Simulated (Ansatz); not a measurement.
Starting cell, ZrB2 (AlB2 type, space group P6/mmm):

```
ZrB2
1.0
    6.34286     0.00000     0.00000
   -1.58571     2.74654     0.00000
    0.00000     0.00000     3.54132
Zr B
2 4
Direct
  0.00000   0.00000   0.00000
  0.50000   0.00000   0.00000
  0.16667   0.66667   0.50000
  0.66667   0.66667   0.50000
  0.33333   0.33333   0.50000
  0.83333   0.33333   0.50000
```

A phonon eigenvector at M = (0.5, 0.0, 0.0) is frozen into this cell: atom i moves by Q times the vector below, so Q is the largest atomic displacement, in Å. The cell is held. (q is in reciprocal vectors of the primitive cell; the cell shown is doubled to hold the pattern.)

| atom | x | y | z |
|---|---|---|---|
| Zr1 | 0.026 | 0.015 | 0.000 |
| Zr2 | -0.026 | -0.015 | 0.000 |
| B3 | 0.866 | 0.500 | 0.000 |
| B4 | -0.866 | -0.500 | 0.000 |
| B5 | -0.866 | -0.500 | 0.000 |
| B6 | 0.866 | 0.500 | 0.000 |

Calculation: PBE (plane waves to 420 eV, PAW, scalar-relativistic; Ansatz, an electronic-structure program). k mesh 17×17×13 (Γ-centred), Fermi-Dirac smearing 0.05 eV. Energies are smeared free energies. Stress and pressure are positive under compression. With partly filled bands, energies and forces of such displacements shift with the k mesh and the smearing. ZrB2 is run without spin polarisation. ZrB2 was relaxed with its symmetry unable to fall. The zero of ΔE is the undisplaced structure.

```
Q (Å)   ΔE (meV/cell)  −dE/dQ from forces (eV/Å)  P (GPa)
------  -------------  -------------------------  -------
-0.180           1291                     13.739      4.6
-0.150              …                     11.761      3.2
-0.120              …                      9.611      2.1
-0.090            333                      7.326      1.2
-0.060            149                      4.940      0.5
-0.030              …                      2.487      0.1
0.000               0                      0.000      0.0
0.030               …                     -2.487      0.1
0.060             149                     -4.940      0.5
0.090             333                     -7.326      1.2
0.120               …                     -9.611      2.1
0.150               …                    -11.761      3.2
0.180            1291                    -13.739      4.6
```

Task: Fill in the missing entries.

Result: 
- -0.150, ΔE (meV/cell): 908
- -0.120, ΔE (meV/cell): 587
- -0.030, ΔE (meV/cell): 37
- 0.030, ΔE (meV/cell): 37
- 0.120, ΔE (meV/cell): 587
- 0.150, ΔE (meV/cell): 908

(A displaced cell: forces are minus the slopes of the energy, force constants its curvatures, and phonons follow from these.)
